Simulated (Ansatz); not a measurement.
## Computed map of one atom of the cell: ZnO (wurtzite)

ZnO (wurtzite)

```
CELL_PARAMETERS angstrom
      3.22975     0.00000     0.00000
     -1.61488     2.79705     0.00000
      0.00000     0.00000     5.21478
ATOMIC_POSITIONS crystal
  Zn 0.66667 0.33333 0.00204
  Zn 0.33333 0.66667 0.50204
  O  0.66667 0.33333 0.62316
  O  0.33333 0.66667 0.12316
```

Two-dimensional scan of atom 2 (Zn, nearest neighbour O at 1.969 Å; its periodic images, 3.2 Å or more away, move with it): u runs along (1.000, 0.000, 0.000), v along (0.000, 0.000, 1.000) (Cartesian). Cell and other atoms are fixed.

These are PBEsol (plane waves to 420 eV, PAW, scalar-relativistic; Ansatz, a first-principles code) values and carry that method's errors. k mesh 9×9×5 (Γ-centred), Fermi-Dirac smearing 0.05 eV. The energy includes the smearing's −TS. Fu and Fv are the components of the force on the atom. ZnO was relaxed with its symmetry unable to fall. The zero of ΔE is the undisplaced structure. Axes are in Å.

ΔE (meV/cell), with u across and v down:

```tsv
v \ u	-0.490	-0.245	0.000	0.245	0.490
-0.490	2246	2826	3110	2826	2246
-0.245	875	550	496	550	875
0.000	1218	244	0	244	1218
0.245	2222	635	238	635	2222
0.490	3206	1178	675	1178	3206
```

Fu (eV/Å), with u across and v down:

| v \ u | -0.490 | -0.245 | 0.000 | 0.245 | 0.490 |
|---|---|---|---|---|---|
| -0.490 | -2.19 | -2.11 | 0.00 | 2.11 | 2.19 |
| -0.245 | 2.39 | 0.56 | 0.00 | -0.56 | -2.39 |
| 0.000 | 6.25 | 2.16 | 0.00 | -2.16 | -6.25 |
| 0.245 | 10.21 | 3.52 | 0.00 | -3.52 | -10.21 |
| 0.490 | 13.17 | 4.46 | 0.00 | -4.46 | -13.17 |

Read from the data:

| Property | Value |
|---|---|
| Lowest place on the grid | u = 0.000 Å, v = 0.000 Å (0 meV/cell) |
| Highest place on the grid, met at several equal points | u = -0.490 Å, v = 0.490 Å; u = 0.490 Å, v = 0.490 Å (3206 meV/cell) |

The 25 points together took around 7 core-minutes (rough).

(A displaced cell: forces are minus the slopes of the energy, force constants its curvatures, and phonons follow from these.)
